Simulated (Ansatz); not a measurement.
# A trial form of TbC4

Level of theory: Ansatz 0.2.0, DFT PBE, scalar-relativistic, plane waves, PAW, and for the lanthanide a 4f-in-core norm-conserving potential. Cutoff 690 eV, Gaussian smearing, Γ-centred meshes. Cell and atoms relax first on a coarse mesh and then on a finer one. In between, the cell is made exact in the group found at 0.06 Å. In metals the finer mesh still leaves noise of several meV/atom or more. The steps can't lower the symmetry of their start. No spin polarisation.

A trial structure of TbC4 was built thus: random cell by space group and Wyckoff sites (Pm-3m, No. 221). The dimensions are guesses.

```
CELL_PARAMETERS angstrom
4.47053 0.00000 0.00000
0.00000 4.47053 0.00000
0.00000 0.00000 4.47053
ATOMIC_POSITIONS crystal
Tb 0.00000 0.00000 0.00000
C 0.50000 0.00000 0.00000
C 0.00000 0.50000 0.00000
C 0.00000 0.00000 0.50000
C 0.50000 0.50000 0.50000
```

The zero of energy is the elements' standard structures at the same level; no fitted shifts are applied.

Q: Describe the relaxed structure.

A: The symmetry stays Pm-3m (No. 221). The volume per atom grows by 2.8 %, from 17.9 to 18.4 Å³. The shortest distance goes from 2.24 Å (Tb–C) to 2.26 Å (Tb–C). Conventional cell: a = 4.511 Å. Tb has 6 C at 2.26 Å; C on a site of symmetry 4/mmm has 2 Tb at 2.26 Å and 12 C at 3.19 Å; C on a site of symmetry m-3m has 12 C at 3.19 Å (long against the sum of covalent radii).

```
Tb C
1.0
     4.51137    0.00000    0.00000
     0.00000    4.51137    0.00000
     0.00000    0.00000    4.51137
Tb C
1 4
Direct
  0.00000 0.00000 0.00000
  0.50000 0.00000 0.00000
  0.00000 0.50000 0.00000
  0.00000 0.00000 0.50000
  0.50000 0.50000 0.50000
```

Q: How does it come out in energy, and is it a metal?

A: The energy over the elements is +4.14 eV/atom and the gap on the 8×8×8 mesh of the 5-atom cell is 0 eV (a metal).

A positive value: parting into the elements would lower its energy.

The last run used Gaussian smearing of 0.10 eV. An odd number of valence electrons (the lanthanide is held trivalent, its 4f shell in the core) allows no gap without spin; another valence of the lanthanide, a larger cell or a magnetic state could open one. The reference form of C is held partly by dispersion forces, which this level lacks. A structure relaxed within its symmetry needn't be a true minimum. Another cell of TbC4 relaxed alike, in I4/mmm, lies 3.67 eV/atom lower, so this cell isn't the stable form at this level.

The lanthanide is trivalent by construction, without f bands, f moments or other valences. The reference runs of the other elements, and any phases without the lanthanide, used 420 eV, which shifts energies against them by under 10 meV/atom. The lanthanide's reference is the lowest of its hcp, dhcp and fcc cells.
